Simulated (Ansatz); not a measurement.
La₂TaReN₆:
```xyz
10
Lattice="0.0000 4.0243 4.0243 4.0243 0.0000 4.0243 4.0243 4.0243 0.0000" Properties=species:S:1:pos:R:3 pbc="T T T"
La     2.0121     2.0121     2.0121
La     6.0364     6.0364     6.0364
Ta     4.0243     4.0243     4.0243
Re     0.0000     0.0000     0.0000
N      4.0243     4.0243     6.0781
N      4.0243     4.0243     1.9704
N      6.0781     4.0243     4.0243
N      1.9704     4.0243     4.0243
N      4.0243     6.0781     4.0243
N      4.0243     1.9704     4.0243
```

Relaxed with PBE. Special points in fractions of this cell's reciprocal vectors: Γ (0.000, 0.000, 0.000); X (0.500, 0.000, 0.500); U (0.625, 0.250, 0.625); K (0.375, 0.375, 0.750); L (0.500, 0.500, 0.500); W (0.500, 0.250, 0.750).

Q: List the band energies nearest the Fermi level at these points for PBE with spin–orbit coupling (plane waves, PAW; program Ansatz).

A: In eV from the Fermi level; about four levels below and three above (degenerate sets whole), none deeper than 8.9 eV; points with the same levels are listed once.

```json
[
 {"k": "Γ", "below": "-0.47 -0.47 -0.22 -0.22", "above": "0.08 0.08 0.08 0.08"},
 {"k": "X", "below": "-0.72 -0.72 -0.42 -0.42", "above": "0.08 0.08 2.08 2.08"},
 {"k": "U", "below": "-1.16 -1.16 -0.24 -0.24", "above": "0.53 0.53 1.83 1.83"},
 {"k": "L", "below": "-0.87 -0.87 -0.70 -0.70", "above": "1.12 1.12 1.20 1.20"},
 {"k": "W", "below": "-0.78 -0.78 -0.78 -0.78", "above": "1.16 1.16 1.31 1.31"}
]
```

Space group Fm-3m. The start of the workflow was typed in or built on a structure type; neither database checked (COD, Materials Project) lists it. Whether it is the stable phase at ambient conditions was not checked. The cell keeps a stress of up to 0.2 GPa. The PBE relaxation kept the symmetry of its start; its stability against distortions is not shown here. The workflow began spin-polarised and lost its moments.

Potentials: the later of the program's two PAW sets.
